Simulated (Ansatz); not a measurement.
Here is the system:

Relaxed SiO₂ (rutile):

```yaml
crystal:
  lattice:
    - [4.18520, 0.00000, 0.00000]
    - [0.00000, 4.18520, 0.00000]
    - [0.00000, 0.00000, 2.66883]
  atoms:
    - { symbol: Si, position: [0.50000, 0.50000, 0.50000] }
    - { symbol: Si, position: [0.00000, 0.00000, 0.00000] }
    - { symbol: O, position: [0.80610, 0.80610, 0.50000] }
    - { symbol: O, position: [0.30610, 0.69390, 0.00000] }
    - { symbol: O, position: [0.69390, 0.30610, 0.00000] }
    - { symbol: O, position: [0.19390, 0.19390, 0.50000] }
```

In each cell atom 5 (O, nearest neighbour Si at 1.760 Å; its periodic images, 2.7 Å or more away, move with it) moves by s·(0.707, 0.707, 0.000) (along Cartesian [110]), the rest being held.

All values below come from r2SCAN (plane waves to 500 eV, PAW, scalar-relativistic; Ansatz, a first-principles code). k mesh 7×7×10 (Γ-centred), Fermi-Dirac smearing 0.05 eV. The energy includes the smearing's −TS. SiO2 was relaxed with its symmetry unable to fall. The zero of ΔE is the undisplaced structure.

The scan covers s from -0.350 to 0.350 Å in 11 points.

### Question
Is this a single well or a double well?

### Answer
A single well with its minimum at or next to zero displacement.

### Question
Is the energy the same for equal positive and negative displacements?

### Answer
Even: the same for both signs. With its periodic images moving along, the atom's site symmetry in this cell is mm2.

### Question
What is the force constant k = d²E/ds² of this move at s = 0?

### Answer
12.7 eV/Å².

(A displaced cell: forces are minus the slopes of the energy, force constants its curvatures, and phonons follow from these.)
